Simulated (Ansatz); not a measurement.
TiSi2:
```cif
data_Si8Ti4
_chemical_formula_sum 'Si8 Ti4'
_space_group_name_H-M_alt 'Cmcm'
_space_group_IT_number 63
_space_group_name_Hall '-C 2c 2'
_cell_length_a 3.52684
_cell_length_b 13.51399
_cell_length_c 3.56522
_cell_angle_alpha 90.000
_cell_angle_beta 90.000
_cell_angle_gamma 90.000
loop_
_space_group_symop_operation_xyz
  'x, y, z'
  '-x, -y, -z'
  '-x, -y, z+1/2'
  'x, y, -z+1/2'
  'x, -y, -z'
  '-x, y, z'
  '-x, y, -z+1/2'
  'x, -y, z+1/2'
  'x+1/2, y+1/2, z'
  '-x+1/2, -y+1/2, -z'
  '-x+1/2, -y+1/2, z+1/2'
  'x+1/2, y+1/2, -z+1/2'
  'x+1/2, -y+1/2, -z'
  '-x+1/2, y+1/2, z'
  '-x+1/2, y+1/2, -z+1/2'
  'x+1/2, -y+1/2, z+1/2'
loop_
_atom_site_label
_atom_site_type_symbol
_atom_site_symmetry_multiplicity
_atom_site_Wyckoff_symbol
_atom_site_fract_x
_atom_site_fract_y
_atom_site_fract_z
_atom_site_occupancy
Si1 Si 4 c 0.00000 0.05837 0.75000 1
Si2 Si 4 c 0.00000 0.25024 0.25000 1
Ti1 Ti 4 c 0.00000 0.60316 0.25000 1
```
(The calculation used a cell of 6 atoms; values per cell refer to that cell.)

Relaxed with r²SCAN.

Question: Tabulate the valence density and the electron localisation function along the shortest Ti–Ti contact (3.31 Å), plane-wave PAW r²SCAN (Ansatz code).

Answer: 

```csv
distance from Ti (Å),density (e/Å³),ELF
0.33,8.34,0.35
0.50,5.47,0.62
0.66,2.55,0.61
0.83,0.87,0.36
0.99,0.34,0.12
1.16,0.20,0.08
1.32,0.16,0.13
1.49,0.15,0.22
1.65,0.15,0.26
1.82,0.15,0.22
1.99,0.16,0.13
2.15,0.20,0.08
2.32,0.34,0.12
2.48,0.87,0.36
2.65,2.55,0.61
2.81,5.47,0.62
2.98,8.34,0.35
```

The density is the valence pseudo-density with augmentation charge, so density and ELF within about 1 Å of a nucleus are not all-electron values.

The r²SCAN relaxation kept the symmetry of its start. The run is not spin-polarised.

Potentials: the later of the program's two PAW sets.
